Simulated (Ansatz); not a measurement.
Relaxed Rh (fcc, Cu type):

```xyz
4
Lattice="3.8001 0.0000 0.0000 0.0000 3.8001 0.0000 0.0000 0.0000 3.8001" Properties=species:S:1:pos:R:3 pbc="T T T"
Rh     0.0000     0.0000     0.0000
Rh     1.9001     1.9001     0.0000
Rh     1.9001     0.0000     1.9001
Rh     0.0000     1.9001     1.9001
```

Computed with r2SCAN (plane waves to 500 eV, PAW, scalar-relativistic; Ansatz, a quantum-chemistry and plane-wave program). k mesh 10×10×10 (Γ-centred), Fermi-Dirac smearing 0.05 eV. With partly filled bands, energies and forces of such displacements shift with the k mesh and the smearing. Rh is run without spin polarisation. Rh was relaxed with its symmetry unable to fall. The PAW data are Ansatz's earlier set.

One atom of the cell was then moved (with its periodic images), all else fixed, and the forces (eV/Å) came out as:

| atom | Fx | Fy | Fz |
|---|---|---|---|
| Rh1 | 0.000 | 0.000 | -1.255 |
| Rh2 | 0.000 | 0.000 | 0.148 |
| Rh3 | 0.000 | 0.000 | 0.554 |
| Rh4 | 0.000 | 0.000 | 0.554 |

Question: Which atom was moved, and by which vector (Å)?

Answer: Rh1, by (0.00, 0.00, 0.11), 0.11 Å in all.

(For displaced atoms, the force is minus the slope of the energy, and its curvature is a force constant, which sets phonon frequencies.)
